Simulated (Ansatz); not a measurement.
**K: stiffness from a series of strains**

```xyz
1
Lattice="-2.6180 2.6180 2.6180 2.6180 -2.6180 2.6180 2.6180 2.6180 -2.6180" Properties=species:S:1:pos:R:3 pbc="T T T"
K     0.0000    0.0000    0.0000
```

The structure is an experimental refinement, used without relaxation.

Level of theory: Ansatz 0.2.0, DFT, PBEsol, all-electron LAPW, scalar-relativistic.

The runs use a Γ-centred 10×10×10 k mesh, Fermi–Dirac smearing of 0.08 eV, basis error target 0.5 meV/atom, no spin polarisation.

The strain is applied along the Cartesian axes of the cell as listed (the other components stay zero). Fractional coordinates are held (clamped ions).

σ is the change of stress from the unstrained cell, which is at -0.03 GPa; tension is positive, so slopes are stress–strain coefficients at that pressure. In a metal the k mesh adds noise.

Only quantities that a quadratic follows smoothly over the whole series are listed; rougher ones are left out.

```tsv
εxx = εyy	σzz (GPa)	σxx (GPa)
-0.0200	-0.16	-0.15
-0.0100	-0.08	-0.07
0.0000	0.00	0.00
0.0200	0.13	0.13
```

Question: Fit the series and read off the stiffness at zero strain.

Answer: Least-squares fits y = p0 + p1 x + p2 x² to the rows give σzz (GPa): p1 = 7.28, p2 = -34; σxx (GPa): p1 = 6.98, p2 = -27. So 2 C12 = 7 GPa and C11 + C12 = 7 GPa.

Question: One run, at εxx = εyy = 0.0100, is withheld. Predict its row.

Answer: The fits give 0.07, 0.07; the run gave 0.07, 0.07.
